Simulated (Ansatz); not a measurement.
A generated cell, not matched to a known phase here, of Mg$_{3}$SeS$_{2}$: Immm (No. 71), oI12; a = 3.740 Å, b = 5.300 Å, c = 11.235 Å, α = β = γ = 90.00°; S 4i (0.000, 0.000, 0.334); Se 2a (0.000, 0.000, 0.000); Mg 4j (0.500, 0.000, 0.175); Mg 2d (0.000, 0.500, 0.000). Level of theory: r2SCAN (plane waves to 500 eV, PAW, scalar-relativistic; Ansatz, a program for electronic structure). Element references, the lowest calculated here: Se (P3₁21), Mg (P6₃/mmc), S (Fddd).

### Question
What is the computed formation energy of this Immm form of Mg3SeS2 from the elements (r2SCAN)?

### Answer
-1.59 eV/atom.

A lower structure of this composition may exist.

Static energies, no anion corrections, no zero-point energy. Values are rounded to 0.01 eV/atom. Not shown to be the ambient phase of their composition (a lower form may be missing, and a cell relaxed within its start's symmetry can be a saddle point): Mg3SeS2 (Immm). The compounds carry no spin polarisation.
